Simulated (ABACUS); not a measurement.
A self-consistent single point of Ti₃Al (P6_3/mmc, 8 atoms in the cell; from Materials Project mp-1823, changed as shown).

```yaml
crystal:
  lattice:
    - [5.63037, 0.00000, 0.00000]
    - [-2.81518, 4.87604, 0.00000]
    - [0.00000, 0.00000, 4.53602]
  atoms:
    - { symbol: Ti, position: [0.82990, 0.65980, 0.25000] }
    - { symbol: Ti, position: [0.17010, 0.34020, 0.75000] }
    - { symbol: Ti, position: [0.17010, 0.82990, 0.75000] }
    - { symbol: Ti, position: [0.82990, 0.17010, 0.25000] }
    - { symbol: Ti, position: [0.34020, 0.17010, 0.25000] }
    - { symbol: Ti, position: [0.65980, 0.82990, 0.75000] }
    - { symbol: Al, position: [0.33333, 0.66667, 0.25000] }
    - { symbol: Al, position: [0.66667, 0.33333, 0.75000] }
```

Level of theory: PBE, PseudoDojo 0.5 standard norm-conserving PBE (tails mended) pseudopotentials (plane waves; ABACUS).

ABACUS settings:

```
key                                                                   value
---------------  ----------------------------------------------------------
KPT                                                          MP 3 3 3 0 0 0
basis_type                                                               pw
ecutwfc                                                               84 Ry
smearing_method                                                          mp
smearing_sigma                                                0.00999582 Ry
potentials       PseudoDojo 0.5 standard norm-conserving PBE (tails mended)
symmetry                                                                  1
symmetry_prec                                                         1e-05
ks_solver                                                      dav_subspace
scf_nmax                                                                100
scf_thr                                                          1.0e-09 Ry
mixing_type                                                         broyden
mixing_beta                                                             0.4
```

Results:

- Number of valence electrons = 78
- Number of bands = 49
- Number of k-points after the program's reduction = 6
- Number of plane waves (most at a k-point) = 10963
- Number of SCF iterations = 11
- FFT grid = 64 × 64 × 54
- Free energy E − TS = -9819.0190 eV
- Pressure = 9.17 GPa
- Largest force (vector length) = 0.067 eV/Å

Forces (eV/Å):
| atom | Fx | Fy | Fz |
|---|---|---|---|
| Ti1 | 0.000 | -0.067 | 0.000 |
| Ti2 | 0.000 | 0.067 | 0.000 |
| Ti3 | 0.058 | -0.034 | 0.000 |
| Ti4 | -0.058 | 0.034 | 0.000 |
| Ti5 | 0.058 | 0.034 | 0.000 |
| Ti6 | -0.058 | -0.034 | 0.000 |
| Al7 | 0.000 | 0.000 | 0.000 |
| Al8 | 0.000 | 0.000 | 0.000 |

Stress (GPa, positive for compression):
```
9.38  0.00  0.00
0.00  9.38  0.00
0.00  0.00  8.74
```

For comparison: a first run was changed to give this one (volume scaled by 0.94), and from it to this one the free energy goes up by 30.1 meV/atom, the pressure goes from 0.93 to 9.17 GPa and the largest force goes from 0.061 to 0.067 eV/Å.

The structure comes from a collection of computed structures, made at another level of theory; the collection holds predicted forms beside known ones. No clean gap shows at this smearing width and mesh (spacing up to 0.46 Å⁻¹); the mesh is coarse for partly filled bands, so the values carry mesh errors.

Cost on one core: about 2.6 core-minutes (a rough figure).

“Tails mended”: in these copies of the files the far tail of each local potential was reset to the Coulomb form.
